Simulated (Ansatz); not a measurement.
Cs:
```
CELL_PARAMETERS angstrom
     -3.13386     3.13386     3.13386
      3.13386    -3.13386     3.13386
      3.13386     3.13386    -3.13386
ATOMIC_POSITIONS crystal
  Cs 0.00000 0.00000 0.00000
```

Relaxed with r²SCAN. Special points in fractions of this cell's reciprocal vectors: Γ (0.000, 0.000, 0.000); H (0.500, -0.500, 0.500); N (0.000, 0.000, 0.500); P (0.250, 0.250, 0.250).

Question: List the band energies nearest the Fermi level at these points for plane-wave PAW r²SCAN (Ansatz code).

Answer: In eV from the Fermi level; about four levels below and three above (degenerate sets whole), none deeper than 8.9 eV; points with the same levels are listed once.

| k | below | above |
|---|---|---|
| Γ | -1.72 | 2.76 2.76 2.76 |
| H | – | 0.70 0.70 3.06 3.06 3.06 |
| N | – | 0.12 0.73 1.85 |
| P | – | 0.99 0.99 0.99 |

Space group Im-3m (bcc (W type)). The r²SCAN relaxation kept the symmetry of its start. Spin–orbit coupling is left out wherever it is not named.

Potentials: the later of the program's two PAW sets.
